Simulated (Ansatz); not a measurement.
**K: strain energy, fitted**

K, Cmmm, a = 8.518 Å, b = 8.530 Å, c = 11.145 Å. This isn't the element's structure at ambient conditions. Ansatz: PBEsol, PAW, 420 eV, Γ-centred 4×4×4 mesh on 10 atoms, Gaussian smearing 0.10 eV; no spin polarisation. Series: strain along c alone, the other axes held, atoms relaxed; x is the strain in per cent. y is the free energy over the unstrained cell, V0 = 80.981 Å³/atom.

```tsv
x (%)	y (meV/atom)
-4.5	3.21
-3.0	1.47
-1.5	0.43
0.0	0.00
1.5	?
3.0	0.89
```

**Question.** Fit y = c2 x² + c3 x³ to the other rows, turn c2 into a modulus, and predict the missing energy.

**Answer.** Least squares on the rows shown. y = 0.1262 x² − 0.007748 x³. In eV per unit strain² c2 is 1.262; this is C33 with relaxed ions (E = ½ C33 V0 ε²): 2 × 1.262 × 160.2 / (80.981) = 5.0 GPa. The unstrained cell keeps some stress along the strain, worth a slope of -0.06 meV/atom per %, which the form leaves out. With a term in x⁴ added, the coefficient of x² becomes 0.1519, 20 % more, which shows how far this figure hangs on the form. At x = 1.5 the fit asked for gives 0.26 meV/atom. The run gave 0.15 meV/atom, so the fit is 0.11 meV/atom too high, within twice the rms miss on the fitted rows (0.09 meV/atom).

Cost: 6 runs of about 13 core-minutes in all, on Arm Neoverse V2 (shared hosts).